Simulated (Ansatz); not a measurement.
**Slab of hcp Rh (10-10), 2 layers**

The slab is cut from the hcp crystal, which needn't be the stable phase, as relaxed on PAW files (13.57 Å³/atom), with 16 Å of vacuum and a dipole correction:

```yaml
crystal:
  lattice:
    - [2.68768, 0.00000, 0.00000]
    - [0.00000, 4.33682, 0.00000]
    - [0.00000, 0.00000, 16.77590]
  atoms:
    - { symbol: Rh, position: [0.75000, 0.75000, 0.47688] }
    - { symbol: Rh, position: [0.25000, 0.25000, 0.52312] }
```

Computed with Ansatz 0.2.0; functional PBEsol, scalar-relativistic. Settings: a Γ-centred 15×10×1 k mesh, Fermi–Dirac smearing of 0.08 eV, no spin polarisation. Methods: LAPW: all electrons, basis error target 1 meV/atom; PAW: frozen-core files, cutoff 420 eV.

The bulk energy comes from a cell in the slab's orientation on a 15×10×9 mesh. The surface energy is (E(slab) − N·E(bulk))/2A at zero smearing, the mean of both faces; thin slabs carry quantum-size effects.

The PAW files were made under PBE. The cell is 1×1, so reconstructions are forbidden, and in slabs of four or five layers the relaxations can be far larger than at a real surface.

**Question.** As cut, the LAPW slab lies 3.758 eV above 2 atoms of bulk. What surface energy is that?

**Answer.** Over two faces of 11.66 Å² it is 161.2 meV/Å², and times 16.02 J/m² per eV/Å² that gives γ = 2.583 J/m².

**Question.** What do relaxation and the other method give, and what work function comes out?

**Answer.** 

```tsv
method	γ as cut (J/m²)	γ relaxed (J/m²)	Φ as cut (eV)	Φ relaxed (eV)
LAPW	2.583	2.577	5.70	5.79
PAW	2.582	2.577	5.70	5.79
```

**Question.** How do the spacings between the planes relax?

**Answer.** From the bottom face up: d12 -10.4 % of 0.776 Å.

**Question.** What changes if relativity is switched off, at the same positions?

**Answer.** LAPW then gives: no gap, work function 5.66 eV.
